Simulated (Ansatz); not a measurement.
ZrMo:
```xyz
2
Lattice="0.0000 2.7106 2.7106 2.7106 0.0000 2.7106 2.7106 2.7106 0.0000" Properties=species:S:1:pos:R:3 pbc="T T T"
Mo     0.0000     0.0000     0.0000
Zr     2.7106     2.7106     2.7106
```

Relaxed with PBEsol. Special points in fractions of this cell's reciprocal vectors: Γ (0.000, 0.000, 0.000); X (0.500, 0.000, 0.500); U (0.625, 0.250, 0.625); K (0.375, 0.375, 0.750); L (0.500, 0.500, 0.500); W (0.500, 0.250, 0.750).

Question: List the band energies nearest the Fermi level at these points for DFT-PBEsol in the program Ansatz with PAW potentials.

Answer: In eV from the Fermi level; about four levels below and three above (degenerate sets whole), none deeper than 8.9 eV; points with the same levels are listed once.

| k | below | above |
|---|---|---|
| Γ | -2.77 -2.77 -2.53 -2.53 -2.53 | 5.37 5.37 5.37 |
| X | -4.11 -2.46 -1.88 -1.01 | 0.66 1.08 1.08 |
| U | -1.54 -1.25 -1.20 -1.07 | 0.53 2.46 3.48 |
| L | -2.38 -2.22 -0.41 -0.41 | 0.77 0.77 0.78 0.78 |
| W | -2.51 -2.51 -1.73 -1.56 | 0.41 1.12 1.44 |

Space group Fm-3m (rock salt). The start of the workflow was typed in or built on a structure type; neither database checked (COD, Materials Project) lists it. Its standing as an ambient phase is unchecked. Symmetry was held in the PBEsol relaxation. At this level the phase is mechanically unstable. No spin polarisation was allowed. Its formation energy is positive at this level, so the cell may be metastable or incomplete. Scalar-relativistic: spin–orbit coupling is off unless named, which matters more the heavier the elements.

Potentials: the later of the program's two PAW sets.
